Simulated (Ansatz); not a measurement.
SbBr₂: reading a single point

```
CELL_PARAMETERS angstrom
6.69078 0.00000 0.00000
0.00000 6.98243 0.00000
0.00000 0.00000 4.41242
ATOMIC_POSITIONS crystal
Br 0.27500 0.32500 0.00000
Br 0.72500 0.67500 0.00000
Br 0.77500 0.17500 0.50000
Br 0.22500 0.82500 0.50000
Sb 0.00000 0.00000 0.00000
Sb 0.50000 0.50000 0.50000
```

Method: PBE, no spin polarisation; PAW, plane waves to 420 eV, 4×4×6 Γ-centred mesh, fermi-dirac occupations (width 0.1 eV) (Ansatz 0.2.0), atoms fixed. The cell carries a charge of +2 e on a uniform background.

**Band edges.** Within 0.7 eV of the edges, the states project mainly on Br p (89 %) below the gap and on Sb p (74 %) and Br p (15 %) above it.
**Electronic structure.** The gap is 1.13 eV, indirect (the least direct gap found is 1.31 eV). A semilocal functional usually gives too small a gap.
**Contacts.** Br–Sb at 2.92 Å: least valence density 0.25 e/Å³ and ELF 0.37 there. These are pseudo-fields; inside the PAW spheres they differ from the all-electron ones.
**Charges.** Bader charges in e: Sb +1.55, Br -0.28. In the mean Sb gives up most and Br takes most.
**Forces.** The largest is on Br3 (and as large on other atoms): 0.20 eV/Å, components (0.13, -0.16, 0.00). It makes 180° with the line to a nearest neighbour, Sb6 at 2.92 Å, pointing away from it.

Origin: a known structure type with other elements, at an estimated volume, so it need not be a known compound. Caveats: no spin-orbit coupling, which can shift this gap by tenths of an eV; charged cell with a uniform background.
